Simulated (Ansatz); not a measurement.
Given:

Starting cell, SiO2 (rutile):

```
CELL_PARAMETERS angstrom
      4.18475     0.00000     0.00000
      0.00000     4.18475     0.00000
      0.00000     0.00000     2.66845
ATOMIC_POSITIONS crystal
  Si 0.50000 0.50000 0.50000
  Si 0.00000 0.00000 0.00000
  O  0.80610 0.80610 0.50000
  O  0.30610 0.69390 0.00000
  O  0.69390 0.30610 0.00000
  O  0.19390 0.19390 0.50000
```

In this cell atom 5 (O, nearest neighbour Si at 1.760 Å; its periodic images, 2.7 Å or more away, move with it) is moved by s along Cartesian z, unit vector (0.000, 0.000, 1.000); all other atoms and the cell stay fixed.

All values below come from r2SCAN (plane waves to 500 eV, PAW, scalar-relativistic; Ansatz, a first-principles code). k mesh 7×7×10 (Γ-centred), Fermi-Dirac smearing 0.05 eV. Energies are smeared free energies. SiO2 was relaxed with its symmetry unable to fall. The PAW data are Ansatz's earlier set. The zero of ΔE is the undisplaced structure.

The scan covers s from -0.530 to 0.530 Å in 11 points.

Task: Is the energy the same for equal positive and negative displacements?

Result: Even: the same for both signs. With its periodic images moving along, the atom's site symmetry in this cell is mm2.

Task: What is the force constant k = d²E/ds² of this move at s = 0?

Result: 20.4 eV/Å².

(For displaced atoms, the force is minus the slope of the energy, and its curvature is a force constant, which sets phonon frequencies.)
